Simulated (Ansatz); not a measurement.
Data:

Sn:
```cif
data_Sn2
_chemical_formula_sum 'Sn2'
_space_group_name_H-M_alt 'P63/mmc'
_space_group_IT_number 194
_space_group_name_Hall '-P 6c 2c'
_cell_length_a 3.31480
_cell_length_b 3.31480
_cell_length_c 5.67752
_cell_angle_alpha 90.000
_cell_angle_beta 90.000
_cell_angle_gamma 120.000
loop_
_atom_site_label
_atom_site_type_symbol
_atom_site_symmetry_multiplicity
_atom_site_Wyckoff_symbol
_atom_site_fract_x
_atom_site_fract_y
_atom_site_fract_z
_atom_site_occupancy
Sn1 Sn 2 d 0.66667 0.33333 0.25000 1
```

This is the r²SCAN-relaxed structure.

**Question.** All from r²SCAN (plane waves, PAW; program Ansatz), unless another level is named. Give the density of states at the Fermi level.

**Answer.** 0.49 states/eV per atom (mean over ±0.08 eV).

**Question.** Predict the gap with spin–orbit coupling.

**Answer.** none (metallic).

Space group P6_3/mmc (hcp (Mg type)). The start of the workflow was typed in or built on a structure type; neither database checked (COD, Materials Project) lists it. It is not the phase usual at ambient conditions (space group No. 141). The cell keeps a stress of up to 0.2 GPa. The r²SCAN relaxation kept the symmetry of its start; its stability against distortions is not shown here. Scalar-relativistic: spin–orbit coupling is off unless named, which matters more the heavier the elements.

Potentials: the earlier of the program's two PAW sets.
